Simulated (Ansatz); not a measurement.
ZnSe in space group P4/nmm (No. 129; Zn on 2c, Se on 2a) at seven volumes, LDA (plane waves, PAW; program Ansatz), shape and atoms relaxed at each. One row is withheld.

```csv
V (Å³/atom),P (GPa)
22.644,0.95
23.391,0.61
24.137,0.30
24.884,-0.02
25.630,-0.28
26.377,-0.42
27.123,?
```

Q: Fit the shown pressures and predict the withheld one.

A: P = (3/2)B₀(x^(7/2) − x^(5/2))[1 + (3/4)(B′ − 4)(x − 1)] with x = (V₀/V)^(2/3). Least squares on the six rows gives V₀ = 24.878 Å³/atom, B₀ = 8.6 GPa, B′ = 3.79. At V = 27.123, x = 0.9440 and P = -0.63 GPa. The run itself gave -0.50 GPa.

A made-up cell: these elements were put on the sites of a structure type; the Crystallography Open Database copy checked does not list it. It is not the phase usual at ambient conditions (space group No. 216). The LDA relaxation kept the symmetry of its start. At this level the phase is dynamically unstable (imaginary phonons). A crystal of weakly bound layers computed without a dispersion correction: the cell and the soft elastic constants depend strongly on that.

Potentials: the later of the program's two PAW sets.
